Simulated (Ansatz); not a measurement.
AgCl:
```cif
data_AgCl
_chemical_formula_sum 'Ag1 Cl1'
_space_group_name_H-M_alt 'P 1'
_space_group_IT_number 1
_cell_length_a 3.92081
_cell_length_b 3.92081
_cell_length_c 3.92081
_cell_angle_alpha 60.000
_cell_angle_beta 60.000
_cell_angle_gamma 60.000
loop_
_space_group_symop_operation_xyz
  'x, y, z'
loop_
_atom_site_label
_atom_site_type_symbol
_atom_site_fract_x
_atom_site_fract_y
_atom_site_fract_z
_atom_site_occupancy
Ag1 Ag 0.50000 0.50000 0.50000 1
Cl1 Cl 0.00000 0.00000 0.00000 1
```

Relaxed with r²SCAN.

Q: Give the optical modes at the zone centre with their infrared and Raman activity from DFPT, DFT-r²SCAN in the program Ansatz with PAW potentials.

A: Transverse frequencies, without the LO–TO term; a row sums one degenerate level.

```json
[
 {"ω (cm⁻¹)": "115", "degeneracy": "3", "IR ((D/Å)²/amu)": "5.13", "Raman (Å⁴/amu)": "0", "activity": "IR", "symmetry": "T1u"}
]
```

Q: How high does the top mode go among those that the LO–TO term moves?

A: 180 cm⁻¹ for q along x.

Space group Fm-3m (rock salt). Symmetry was held in the r²SCAN relaxation; phonons on a q-mesh show no instability. The run is not spin-polarised.

Potentials: the later of the program's two PAW sets.
